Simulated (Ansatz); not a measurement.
Cell and atoms are relaxed with the symmetry kept. Start:

```cif
data_structure
_symmetry_space_group_name_H-M 'P6_3/mmc'
_symmetry_Int_Tables_number 194
_cell_length_a 4.3150
_cell_length_b 4.3150
_cell_length_c 5.4900
_cell_angle_alpha 90.000
_cell_angle_beta 90.000
_cell_angle_gamma 120.000
_cell_volume 88.52
loop_
_atom_site_label
_atom_site_type_symbol
_atom_site_symmetry_multiplicity
_atom_site_Wyckoff_symbol
_atom_site_fract_x
_atom_site_fract_y
_atom_site_fract_z
_atom_site_occupancy
Bi1 Bi 2 c 0.33333 0.66667 0.25000 1
Pt1 Pt 2 a 0.00000 0.00000 0.00000 1
```

These are results of DFT r2SCAN, scalar-relativistic, plane waves, PAW in Ansatz, not measurements.

Cutoff 500 eV; k points 12×12×8 on the computed 4-atom cell (Γ-centred); Gaussian smearing, width 0.10 eV; no spin polarisation.

Problem. What does it relax to?

Solution. The volume rises by 0.88 Å³/atom to 23.01 Å³/atom, and the energy falls by 13.3 meV/atom. Final structure:
```
CELL_PARAMETERS angstrom
4.38014 0.00000 0.00000
-2.19007 3.79332 0.00000
0.00000 0.00000 5.53869
ATOMIC_POSITIONS crystal
Bi 0.33333 0.66667 0.25000
Bi 0.66667 0.33333 0.75000
Pt 0.00000 0.00000 0.00000
Pt 0.00000 0.00000 0.50000
```

Spin–orbit coupling is left out, which can shift energies with elements as heavy as these.

Cost: 1 run of about 3.8 core-minutes, on Arm Neoverse V2 (shared hosts).